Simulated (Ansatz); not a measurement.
Starting cell, KZnF3 (cubic perovskite):

```
KZnF3
1.0
    8.25492     0.00000     0.00000
    4.12746     4.12746     0.00000
    4.12746     0.00000     4.12746
K Zn F
2 2 6
Cartesian
  0.00000   0.00000   0.00000
  4.12746   0.00000   0.00000
 10.31865   2.06373   2.06373
  6.19119   2.06373   2.06373
  8.25492   2.06373   2.06373
  4.12746   2.06373   2.06373
  2.06373   0.00000   2.06373
  6.19119   0.00000   2.06373
  2.06373   2.06373   0.00000
  6.19119   2.06373   0.00000
```

A phonon eigenvector at R = (0.5, 0.5, 0.5) is frozen into this cell: atom i moves by Q times the vector below, so Q is the largest atomic displacement, in Å. The cell is held. It is one choice among 2 degenerate patterns. (q is in reciprocal vectors of the primitive cell; the cell shown is doubled to hold the pattern.)

```json
[
 {"atom": "F5", "x": "-0.354", "y": "0.000", "z": "0.000"},
 {"atom": "F6", "x": "0.354", "y": "0.000", "z": "0.000"},
 {"atom": "F7", "x": "0.000", "y": "-0.646", "z": "0.000"},
 {"atom": "F8", "x": "0.000", "y": "0.646", "z": "0.000"},
 {"atom": "F9", "x": "0.000", "y": "0.000", "z": "1.000"},
 {"atom": "F10", "x": "0.000", "y": "0.000", "z": "-1.000"}
]
```

Atoms not listed stay in place.

All values below come from PBE (plane waves to 420 eV, PAW, scalar-relativistic; Ansatz, a program for electronic structure). k mesh 8×8×8 (Γ-centred), Fermi-Dirac smearing 0.05 eV. E stands for the smeared free energy. KZnF3 was relaxed with its symmetry unable to fall. ΔE is measured from the undisplaced structure.

```json
[
 {"Q (Å)": "-0.2800", "ΔE (meV/cell)": "withheld"},
 {"Q (Å)": "-0.2333", "ΔE (meV/cell)": "391"},
 {"Q (Å)": "-0.1867", "ΔE (meV/cell)": "228"},
 {"Q (Å)": "-0.1400", "ΔE (meV/cell)": "119"},
 {"Q (Å)": "-0.0933", "ΔE (meV/cell)": "50"},
 {"Q (Å)": "-0.0467", "ΔE (meV/cell)": "12"},
 {"Q (Å)": "0.0000", "ΔE (meV/cell)": "0"},
 {"Q (Å)": "0.0467", "ΔE (meV/cell)": "12"},
 {"Q (Å)": "0.0933", "ΔE (meV/cell)": "50"},
 {"Q (Å)": "0.1400", "ΔE (meV/cell)": "119"},
 {"Q (Å)": "0.1867", "ΔE (meV/cell)": "228"},
 {"Q (Å)": "0.2333", "ΔE (meV/cell)": "391"},
 {"Q (Å)": "0.2800", "ΔE (meV/cell)": "withheld"}
]
```

Task: Fit an even polynomial form (powers 2, 4) to the given rows and predict ΔE at Q = 0.2800.

Result: Least squares on the 11 given rows: ΔE = (5430)·Q² + (32170)·Q⁴, in meV/cell with Q in Å; root-mean-square residual 0.2 meV/cell. At 0.2800 the fit gives 623 meV/cell; the calculation gives 625 meV/cell, so the extrapolation is off by -2 (-0.3 %). The quadratic term alone would give 426 meV/cell.

(For displaced atoms, the force is minus the slope of the energy, and its curvature is a force constant, which sets phonon frequencies.)
